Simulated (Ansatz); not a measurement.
MgO:
```cif
data_Mg2O2
_chemical_formula_sum 'Mg2 O2'
_space_group_name_H-M_alt 'P63mc'
_space_group_IT_number 186
_space_group_name_Hall 'P 6c -2c'
_cell_length_a 3.28881
_cell_length_b 3.28881
_cell_length_c 5.03231
_cell_angle_alpha 90.000
_cell_angle_beta 90.000
_cell_angle_gamma 120.000
loop_
_atom_site_label
_atom_site_type_symbol
_atom_site_symmetry_multiplicity
_atom_site_Wyckoff_symbol
_atom_site_fract_x
_atom_site_fract_y
_atom_site_fract_z
_atom_site_occupancy
Mg1 Mg 2 b 0.33333 0.66667 0.00485 1
O1 O 2 b 0.33333 0.66667 0.39975 1
```

Relaxed with r²SCAN. 

Question: HSE06 on this cell (Ansatz, a program for electronic structure, PAW) gives a gap of 5.16 eV. What does r²SCAN give?

Answer: 4.22 eV.

Cost on shared cores: the r²SCAN run (SCF on a 10×10×6 mesh, then bands and DOS) roughly 50 core-seconds, the HSE06 run (SCF on 7×7×4, then a few points) roughly 80 core-seconds; the tasks are unlike.

Space group P6_3mc (wurtzite). The first step of the workflow began from a Materials Project structure, measured or hypothetical; the Crystallography Open Database copy checked does not list it. It is not the phase usual at ambient conditions (space group No. 225). The cell was relaxed with r²SCAN under the symmetry of its start; its stability against distortions is not shown here.

Potentials: the later of the program's two PAW sets.

Ansatz is a plane-wave DFT program.
